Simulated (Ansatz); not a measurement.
# CsTaI$_{3}$, a known structure type with other elements, at an estimated volume

```
Cs I Ta
1.0
     4.07434    7.05697    0.00000
    -4.07434    7.05697    0.00000
     0.00000    0.00000    6.79458
Cs I Ta
2 6 2
Direct
  0.33330 0.33340 0.25000
  0.66660 0.66670 0.75000
  0.16900 0.66200 0.75000
  0.33800 0.83100 0.25000
  0.16900 0.16900 0.75000
  0.83100 0.33800 0.25000
  0.66200 0.16900 0.75000
  0.83100 0.83100 0.25000
  0.00000 0.00000 0.00000
  0.00000 0.00000 0.50000
```

The numbers come from plane-wave PAW DFT (Ansatz): PBE, no spin polarisation, 420 eV, 5×5×5 Γ-centred k points, fermi-dirac occupations (width 0.1 eV). Nothing was relaxed.

(1) Is there a gap?

(2) Where is the largest force?

(3) Is it stable against the elements?

(4) How is the charge shared?

(5) What do density and ELF say about some of the short contacts?

(6) Is the cell too large or too small?

Origin: a known structure type with other elements, at an estimated volume, so it need not be a known compound. Caveats: many states at the Fermi level without spin polarisation, so a magnetic state may lie lower.

## Answers

(1) It is a metal, with about 15 states/eV a cell as the mean within 0.25 eV of the Fermi level, mostly Ta d (84 %).

(2) The largest is on I4 (and as large on other atoms): 0.42 eV/Å, components (-0.36, -0.21, 0.00). It makes 35° with the line to a nearest neighbour, Ta9 at 2.93 Å, pointing towards it.

(3) -0.46 eV an atom against the elements' usual phases (free molecules for gases, crystals otherwise, with no correction for O₂ or N₂), so it is bound against them; other compounds may still compete. Relaxing would lower it.

(4) Bader charges in e: Cs +0.82, Ta +1.07, I -0.63. In the mean Ta gives up most and I takes most.

(5) I–Ta at 2.93 Å: least valence density 0.27 e/Å³ and ELF 0.19 there. Ta–Ta at 3.40 Å: least valence density 0.19 e/Å³ and ELF 0.47 there. Cs–I at 4.07 Å: least valence density 0.04 e/Å³ and ELF 0.03 there. These are pseudo-fields; inside the PAW spheres they differ from the all-electron ones.

(6) The pressure is -1.4 GPa (compression positive), so with the atoms held at these fractions the cell would first shrink. The principal stresses -3.9, -0.1, -0.1 GPa differ, so its shape would change too.
